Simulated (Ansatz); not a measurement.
NbP:
```cif
data_Nb4P4
_chemical_formula_sum 'Nb4 P4'
_space_group_name_H-M_alt 'I41md'
_space_group_IT_number 109
_space_group_name_Hall 'I 4bw -2'
_cell_length_a 3.30357
_cell_length_b 3.30357
_cell_length_c 11.22933
_cell_angle_alpha 90.000
_cell_angle_beta 90.000
_cell_angle_gamma 90.000
loop_
_atom_site_label
_atom_site_type_symbol
_atom_site_symmetry_multiplicity
_atom_site_Wyckoff_symbol
_atom_site_fract_x
_atom_site_fract_y
_atom_site_fract_z
_atom_site_occupancy
Nb1 Nb 4 a 0.00000 0.00000 0.75021 1
P1 P 4 a 0.00000 0.00000 0.33242 1
```
(The calculation used a cell of 4 atoms; values per cell refer to that cell.)

Relaxed with LDA.

Problem. Which orbitals make up the states near the Fermi level in DFT-LDA in the program Ansatz with PAW potentials?

Solution. Within 0.5 eV of the Fermi level: Nb 4d 79 %, P 3p 14 %. Projections are on Löwdin-orthogonalised atomic valence shells; empty p or d shells of many metals are not among them.

Problem. Tabulate the density of states.

Solution. States/eV per cell of 4 atoms, in 0.25 eV bins, energy from the Fermi level.

```csv
E (eV),total,Nb 4d,P 3p,P 3s
-7.85,0.00,0.00,0.00,0.00
-7.60,0.00,0.00,0.00,0.00
-7.35,0.00,0.00,0.00,0.00
-7.10,0.00,0.00,0.00,0.00
-6.85,0.00,0.00,0.00,0.00
-6.60,0.00,0.00,0.00,0.00
-6.35,0.45,0.10,0.25,0.02
-6.10,1.30,0.35,0.71,0.04
-5.85,1.77,0.57,0.95,0.05
-5.60,2.86,1.02,1.54,0.05
-5.35,3.80,1.38,2.05,0.06
-5.10,2.10,0.79,1.10,0.05
-4.85,1.03,0.39,0.52,0.04
-4.60,1.52,0.51,0.86,0.06
-4.35,2.02,0.70,1.15,0.06
-4.10,2.83,1.06,1.53,0.07
-3.85,2.73,1.03,1.48,0.07
-3.60,3.07,1.26,1.59,0.07
-3.35,3.00,1.35,1.49,0.04
-3.10,2.69,1.17,1.37,0.03
-2.85,4.65,1.97,2.46,0.02
-2.60,3.81,1.70,1.94,0.02
-2.35,4.33,2.12,2.04,0.03
-2.10,2.16,1.21,0.86,0.01
-1.85,1.56,0.97,0.52,0.01
-1.60,1.37,0.99,0.29,0.02
-1.35,2.61,1.95,0.47,0.03
-1.10,2.79,2.22,0.33,0.03
-0.85,3.58,2.85,0.39,0.04
-0.60,3.81,3.01,0.51,0.04
-0.35,1.82,1.35,0.31,0.01
-0.10,0.33,0.26,0.06,0.00
0.15,0.63,0.53,0.07,0.00
0.40,1.67,1.40,0.19,0.01
0.65,1.52,1.24,0.21,0.01
0.90,1.65,1.36,0.20,0.02
1.15,1.85,1.55,0.19,0.02
1.40,2.44,2.04,0.23,0.03
1.65,2.32,1.88,0.26,0.05
1.90,2.08,1.63,0.25,0.07
2.15,2.48,1.85,0.37,0.10
2.40,2.45,1.78,0.42,0.11
2.65,3.02,2.18,0.46,0.16
2.90,3.84,2.73,0.60,0.20
3.15,4.18,2.80,0.79,0.25
3.40,3.54,2.34,0.67,0.25
3.65,2.87,1.73,0.62,0.30
3.90,2.73,1.52,0.60,0.36
4.15,4.00,2.14,0.84,0.57
```

Space group I4_1md. The LDA relaxation kept the symmetry of its start. No spin polarisation was allowed. A small band overlap can be real or an error of a semilocal functional. Scalar-relativistic: spin–orbit coupling is off unless named, which matters more the heavier the elements.

Potentials: the earlier of the program's two PAW sets. The files were generated under PBE; for other functionals the program regenerates the frozen cores, and for LDA and PBEsol the local potential too.
